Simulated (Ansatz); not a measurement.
A relaxation of cell and atoms of BBi (rocksalt) with the PAW code Ansatz, at the level PBEsol. It starts from a supercell of the PBEsol minimum, slightly strained and with each coordinate displaced at random by about 0.06 Å.

```yaml
crystal:
  lattice:
    - [-0.051205574, 5.3045678851, 5.2220766434]
    - [5.1284281076, 0.0538073877, 5.1170636817]
    - [5.1815808105, 5.2527076264, 0.0006546848]
  atoms:
    - { symbol: B, position: [-0.0061337572, 0.0247772925, -0.0069015228] }
    - { symbol: Bi, position: [0.2479436147, 0.2608931286, 0.2458713808] }
    - { symbol: B, position: [-0.0004475002, 0.00890984, 0.4910466631] }
    - { symbol: Bi, position: [0.2216631741, 0.2445829273, 0.7709789152] }
    - { symbol: B, position: [0.0084603201, 0.4870151329, 0.0066056777] }
    - { symbol: Bi, position: [0.2604851513, 0.7623432241, 0.2433870645] }
    - { symbol: B, position: [0.007283269, 0.489936033, 0.4934394896] }
    - { symbol: Bi, position: [0.2547431398, 0.7566634236, 0.7305918909] }
    - { symbol: B, position: [0.5022362349, 0.0092060941, -0.0143102153] }
    - { symbol: Bi, position: [0.7521846213, 0.2473383819, 0.2547554783] }
    - { symbol: B, position: [0.498533344, 0.0108532716, 0.5012824671] }
    - { symbol: Bi, position: [0.7526761721, 0.2392500588, 0.7702341394] }
    - { symbol: B, position: [0.5007690087, 0.5054743265, -0.0160375463] }
    - { symbol: Bi, position: [0.7676964495, 0.7328589525, 0.2502945364] }
    - { symbol: B, position: [0.5089458583, 0.4856878695, 0.4937362663] }
    - { symbol: Bi, position: [0.7628655225, 0.752804768, 0.7382048426] }
kpoints:
  mp_grid: { grid: [4, 4, 4] }
hamiltonian:
  xc: pbesol
scf:
  occupations: { method: fermi_dirac, width: 0.05 }
relax:
  f_tol: 0.01
  cell: {}
  max_steps: 120
```

The trajectory has 6 recorded frames, each with positions in Å and forces in eV/Å. The last, and any step after a large change of cell, is solved on a basis re-selected at its cell; pressure is positive in compression.

Step 1: energy 0.0 meV/atom from step 1, largest force component 1.674 eV/Å, pressure +1.54 GPa
```xyz
16
Lattice="-0.0512 5.3046 5.2221 5.1284 0.0538 5.1171 5.1816 5.2527 0.0007" Properties=species:S:1:pos:R:3:forces:R:3 pbc="T T T"
B     0.0916   -0.0675    0.0948   -0.3659    0.4024   -1.1729
Bi    2.5993    2.6208    2.6299   -0.2234    0.3681    0.0931
B     2.5901    2.5774    0.0436   -0.0340    0.1798    0.0181
Bi    5.2379    5.2387    2.4096   -0.5419    0.1993    1.6744
B     2.5314    0.1058    2.5363    0.2068   -0.3847    0.2555
Bi    5.1574    2.7012    5.2614   -0.4854    0.0674   -0.3755
B     5.0690    2.6569    2.5454    0.4162   -0.0452    0.1408
Bi    7.6531    5.2296    5.2027   -0.0053    0.4572   -0.1027
B    -0.0527    2.5895    2.6698   -0.0424    0.1456   -0.1836
Bi    2.5500    5.3415    5.1938    0.2574   -0.1184   -0.2683
B     2.6276    5.2782    2.6592   -0.2423    0.0147   -0.2017
Bi    5.1795    8.0513    5.1553   -0.2620   -0.8136   -0.0065
B     2.4835    2.5993    5.2016    0.3267   -0.0122    0.1618
Bi    5.0160    5.4265    7.7592    0.3179   -0.1915    0.1512
B     5.0231    5.3193    5.1434    0.4866   -0.1461    0.1503
Bi    7.6467    7.9648    7.8364    0.1910   -0.1226   -0.3340
```

Step 2: energy -25.4 meV/atom from step 1, largest force component 0.404 eV/Å, pressure -0.51 GPa
```xyz
16
Lattice="0.0032 5.2484 5.2072 5.2185 0.0019 5.2090 5.2144 5.2455 0.0058" Properties=species:S:1:pos:R:3:forces:R:3 pbc="T T T"
B     0.0409   -0.0523    0.0730   -0.0958    0.0957   -0.2272
Bi    2.6357    2.6394    2.6663   -0.2371    0.0166   -0.4043
B     2.5668    2.6228    0.0306    0.0526   -0.0413    0.0174
Bi    5.2172    5.2407    2.6062    0.1847   -0.0337   -0.1123
B     2.5984    0.0230    2.6167    0.0306   -0.0898    0.0168
Bi    5.1496    2.6523    5.2444    0.3811   -0.1406    0.0794
B     5.1967    2.6108    2.6152    0.0600    0.0101    0.0325
Bi    7.7712    5.2737    5.2450    0.1569   -0.3082   -0.0261
B    -0.0299    2.6008    2.6086    0.0836    0.0240    0.0201
Bi    2.6723    5.2764    5.1620   -0.3719    0.0305    0.3920
B     2.6061    5.2543    2.6045   -0.0381   -0.0755    0.0596
Bi    5.2307    7.8651    5.1599   -0.0906    0.1479    0.3165
B     2.5855    2.5634    5.2580    0.0178    0.1521   -0.0710
Bi    5.1934    5.3006    7.8591    0.0513   -0.1582   -0.0278
B     5.2060    5.2187    5.2484    0.0164    0.0567   -0.0302
Bi    7.8287    7.8486    7.8384   -0.2015    0.3137   -0.0353
```

Step 3: energy -26.2 meV/atom from step 1, largest force component 0.151 eV/Å, pressure +3.32 GPa
```xyz
16
Lattice="0.0009 5.1652 5.1495 5.1477 0.0054 5.1451 5.1482 5.1611 0.0049" Properties=species:S:1:pos:R:3:forces:R:3 pbc="T T T"
B     0.0079   -0.0187    0.0356   -0.0497    0.0556   -0.0760
Bi    2.5765    2.5864    2.6075   -0.0955    0.0067   -0.1507
B     2.5548    2.5791    0.0242    0.0211    0.0006    0.0067
Bi    5.1425    5.1602    2.5896    0.0678   -0.0213   -0.0427
B     2.5643    0.0087    2.5891    0.0094   -0.0378    0.0011
Bi    5.1194    2.5926    5.1711    0.1415   -0.0700    0.0272
B     5.1355    2.5779    2.5901    0.0240    0.0086    0.0077
Bi    7.6990    5.1727    5.1728    0.0712   -0.1180   -0.0095
B    -0.0160    2.5731    2.5887    0.0395    0.0291    0.0085
Bi    2.5881    5.1737    5.1474   -0.1309   -0.0171    0.1478
B     2.5681    5.1641    2.5891   -0.0149   -0.0269    0.0204
Bi    5.1466    7.7425    5.1482   -0.0411    0.0437    0.1185
B     2.5595    2.5641    5.1760    0.0082    0.0719   -0.0232
Bi    5.1339    5.1834    7.7492    0.0208   -0.0749   -0.0063
B     5.1387    5.1552    5.1743    0.0025    0.0299   -0.0180
Bi    7.7167    7.7398    7.7445   -0.0739    0.1197   -0.0116
```

Step 4: energy -32.4 meV/atom from step 1, largest force component 0.017 eV/Å, pressure -0.03 GPa
```xyz
16
Lattice="-0.0006 5.2095 5.2103 5.2057 0.0023 5.2073 5.2067 5.2076 0.0013" Properties=species:S:1:pos:R:3:forces:R:3 pbc="T T T"
B    -0.0085   -0.0069    0.0201   -0.0006    0.0079   -0.0009
Bi    2.5938    2.6072    2.6214    0.0012   -0.0077    0.0100
B     2.5932    2.5974    0.0211    0.0030    0.0079   -0.0026
Bi    5.1988    5.2098    2.6199   -0.0099   -0.0053    0.0140
B     2.5938   -0.0042    2.6250   -0.0004    0.0073   -0.0061
Bi    5.1959    2.6079    5.2274    0.0002   -0.0056   -0.0023
B     5.1966    2.5989    2.6260   -0.0010    0.0086   -0.0069
Bi    7.7992    5.2101    5.2271    0.0015   -0.0048    0.0018
B    -0.0113    2.5987    2.6257    0.0044    0.0072   -0.0017
Bi    2.5954    5.2129    5.2273    0.0001   -0.0156   -0.0007
B     2.5918    5.2032    2.6260    0.0071    0.0060   -0.0009
Bi    5.1982    7.8143    5.2272   -0.0016   -0.0088    0.0040
B     2.5945    2.5971    5.2295   -0.0050    0.0166   -0.0048
Bi    5.1961    5.2135    7.8340   -0.0011   -0.0093   -0.0070
B     5.1968    5.2034    5.2291   -0.0010    0.0080   -0.0004
Bi    7.7989    7.8172    7.8316    0.0030   -0.0126    0.0046
```

Step 5: energy -32.4 meV/atom from step 1, largest force component 0.001 eV/Å, pressure 0.00 GPa
```xyz
16
Lattice="-0.0006 5.2084 5.2076 5.2058 0.0013 5.2057 5.2065 5.2072 0.0007" Properties=species:S:1:pos:R:3:forces:R:3 pbc="T T T"
B    -0.0091   -0.0025    0.0191    0.0000    0.0004   -0.0001
Bi    2.5937    2.6022    2.6224    0.0000   -0.0004    0.0002
B     2.5940    2.6012    0.0195    0.0002    0.0002   -0.0001
Bi    5.1970    5.2058    2.6226    0.0000   -0.0004    0.0006
B     2.5938   -0.0017    2.6220   -0.0003    0.0003   -0.0005
Bi    5.1966    2.6028    5.2253    0.0000   -0.0004    0.0001
B     5.1970    2.6019    2.6224   -0.0001    0.0005   -0.0004
Bi    7.7999    5.2064    5.2256    0.0001   -0.0002    0.0002
B    -0.0096    2.6018    2.6230    0.0003    0.0003   -0.0002
Bi    2.5936    5.2064    5.2262   -0.0002   -0.0004    0.0003
B     2.5937    5.2055    2.6233    0.0002    0.0001   -0.0001
Bi    5.1968    7.8099    5.2265   -0.0002   -0.0003    0.0004
B     2.5935    2.6023    5.2258   -0.0003    0.0007   -0.0002
Bi    5.1963    5.2072    7.8292    0.0003   -0.0006    0.0001
B     5.1968    5.2060    5.2261   -0.0002    0.0005   -0.0003
Bi    7.7996    7.8107    7.8294    0.0002   -0.0004    0.0001
```

Step 6: energy -32.4 meV/atom from step 1, largest force component 0.001 eV/Å, pressure 0.00 GPa
```xyz
16
Lattice="-0.0006 5.2084 5.2076 5.2058 0.0013 5.2057 5.2065 5.2072 0.0007" Properties=species:S:1:pos:R:3:forces:R:3 pbc="T T T"
B    -0.0091   -0.0025    0.0191   -0.0001    0.0004   -0.0001
Bi    2.5937    2.6022    2.6224    0.0000   -0.0004    0.0002
B     2.5940    2.6012    0.0195    0.0002    0.0002   -0.0001
Bi    5.1970    5.2058    2.6226    0.0000   -0.0004    0.0006
B     2.5938   -0.0017    2.6220   -0.0003    0.0003   -0.0004
Bi    5.1966    2.6028    5.2253    0.0000   -0.0004    0.0001
B     5.1970    2.6019    2.6224   -0.0001    0.0005   -0.0004
Bi    7.7999    5.2064    5.2256    0.0001   -0.0002    0.0002
B    -0.0096    2.6018    2.6230    0.0003    0.0003   -0.0002
Bi    2.5936    5.2064    5.2262   -0.0002   -0.0004    0.0003
B     2.5937    5.2055    2.6233    0.0002    0.0002   -0.0001
Bi    5.1968    7.8099    5.2265   -0.0002   -0.0003    0.0004
B     2.5935    2.6023    5.2258   -0.0003    0.0007   -0.0002
Bi    5.1963    5.2072    7.8292    0.0003   -0.0006    0.0001
B     5.1968    5.2060    5.2261   -0.0002    0.0005   -0.0003
Bi    7.7996    7.8107    7.8294    0.0002   -0.0004    0.0001
```

In 5 steps the volume changed by +0.4 %; between the first SCF and the last, each on a basis chosen for its cell, the energy fell by 32.4 meV an atom. Final cell: it is cubic, Fm-3m (No. 225); a = 5.207 Å in the conventional setting, 17.64 Å³ an atom. Around B lie 6 Bi at 2.60 Å; around Bi lie 6 B at 2.60 Å.

It took 2.3 min on 1 × NVIDIA H100 80GB HBM3 with 2 threads of AMD EPYC 7R13 Processor (Zen 3) (shared host), load about 0.8 per core; peak host memory 1.2 GiB.

All values are calculated for a non-magnetic cell, which may be hypothetical.

Overlapping bands make a metal at that level, for which these meshes are coarse; small forces, stresses and energy differences are uncertain.
